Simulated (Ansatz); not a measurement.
This run works on a generated trial structure, not on a known crystal.

Input and command of a plane-wave DFT calculation in Ansatz:

```yaml
crystal:
  lattice:
    - [4.29750945, 0.0, 0.0]
    - [-2.14875472, 3.72175235, 0.0]
    - [0.0, 0.0, 4.46535489]
  atoms:
    - { symbol: Sm, position: [0.0, 0.0, 0.0] }
    - { symbol: Hf, position: [0.33333333, 0.66666667, 0.5] }
    - { symbol: W, position: [0.66666667, 0.33333333, 0.5] }
basis:
  ecutwfc: 690
kpoints:
  mp_grid: { grid: [6, 6, 4] }
hamiltonian:
  xc: pbe
  pseudopotentials:
    kind: paw
    azcp: { Sm: "pseudopotentials/pbe/nc/lanthanide_3plus/Sm.nc.azcp" }
scf:
  occupations: { method: gaussian, width: 0.1 }
  lower_state_search: "off"
output:
  forces: true
  stress: true
  eigenvalues: true
relax:
  adjacent_minimum: "off"
  f_tol: 0.04
  max_steps: 70
  cell: { stress_tol: 0.4 }
```

```bash
ansatz run input.yaml --threads 1 --pin off --max-ram 2560MiB --backend cpu --events-out ev --progress --plain --runs-dir out
```

Processor: Arm Neoverse N1, 1 thread, on a host shared with other jobs.

Problem. Estimate time, memory and problem size.

Solution. About 3.9 min, peak memory 0.4 GiB. It solves 31 bands at 21 k points (after reduction by symmetry) with about 2809 plane waves (on the last cell), in 90 SCF iterations over 11 ionic steps.

With its 4f electrons in the core of a norm-conserving potential, the lanthanide is trivalent by construction, without f bands, f moments or other valences.
